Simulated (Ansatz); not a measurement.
## Notes on Ba₂GeN₂

```
CELL_PARAMETERS angstrom
0.00000 4.21220 0.00000
4.21220 0.00000 0.00000
2.10610 2.10610 -6.62215
ATOMIC_POSITIONS crystal
Ba 0.34430 0.34430 0.31140
Ba 0.65570 0.65570 0.68860
Ge 0.00000 0.00000 0.00000
N 0.14110 0.14110 0.71780
N 0.85890 0.85890 0.28220
```

Method: PBE, no spin polarisation; PAW, plane waves to 420 eV, 8×8×8 Γ-centred mesh, fermi-dirac occupations (width 0.1 eV) (Ansatz 0.2.0), atoms fixed.

(1) What does the stress say?

(2) Is it stable against the elements?

(3) Which atom feels the largest force, and which way?

(4) What happens at the Fermi level?

(5) Give the Bader charges.

(6) Describe some of the short contacts.

Origin: a known structure type with other elements, at an estimated volume, so it need not be a known compound. Caveats: many states at the Fermi level without spin polarisation, so a magnetic state may lie lower.

## Answers

(1) The pressure is -2.0 GPa (compression positive), so with the atoms held at these fractions the cell would first shrink. The principal stresses -2.9, -1.5, -1.5 GPa differ, so its shape would change too.

(2) -0.32 eV an atom against the elements' usual phases (free molecules for gases, crystals otherwise, with no correction for O₂ or N₂), so it is bound against them; other compounds may still compete. Relaxing would lower it.

(3) The largest is on Ba2 (and as large on other atoms): 0.46 eV/Å, components (0.00, 0.00, -0.46). It makes 180° with the line to a nearest neighbour, N5 at 2.69 Å, pointing away from it.

(4) It is a metal, with about 1.9 states/eV a cell as the mean within 0.25 eV of the Fermi level.

(5) Bader charges in e: Ba +1.26, Ge +0.45, N -1.49. In the mean Ba gives up most and N takes most.

(6) Ge–N at 1.87 Å: least valence density 0.88 e/Å³ and ELF 0.48 there. Ba–N at 2.69 Å: least valence density 0.25 e/Å³ and ELF 0.14 there. These are pseudo-fields; inside the PAW spheres they differ from the all-electron ones.
